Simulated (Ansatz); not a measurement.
Consider the following.

Starting cell, LiH (rock salt):

```
CELL_PARAMETERS angstrom
      0.00000     2.00356     2.00356
      2.00356     0.00000     2.00356
      2.00356     2.00356     0.00000
ATOMIC_POSITIONS crystal
  H  0.00000 0.00000 0.00000
  Li 0.50000 0.50000 0.50000
```

Scan: atom 1 (H, nearest neighbour Li at 2.004 Å; its periodic images, 2.8 Å or more away, move with it) is displaced along Cartesian x, direction (1.000, 0.000, 0.000) in Cartesian axes, by s. The other atoms stay.

Method: PBE (plane waves to 420 eV, PAW, scalar-relativistic; Ansatz, a first-principles code). k mesh 11×11×11 (Γ-centred), Fermi-Dirac smearing 0.05 eV. E stands for the smeared free energy. LiH was relaxed with its symmetry unable to fall. The zero of ΔE is the undisplaced structure.

The scan covers s from -0.400 to 0.400 Å in 11 points.

Is this a single well or a double well?

A single well with its minimum at or next to zero displacement.

Is the energy the same for equal positive and negative displacements?

Even: the same for both signs. With its periodic images moving along, the atom's site symmetry in this cell is m-3m.

What is the energy change at s = 0.400 Å?

142.2 meV/cell.

What force acts on the atom along the line at s = -0.400 Å?

0.977 eV/Å.

What is the force constant k = d²E/ds² of this move at s = 0?

1.11 eV/Å².

(For displaced atoms, the force is minus the slope of the energy, and its curvature is a force constant, which sets phonon frequencies.)
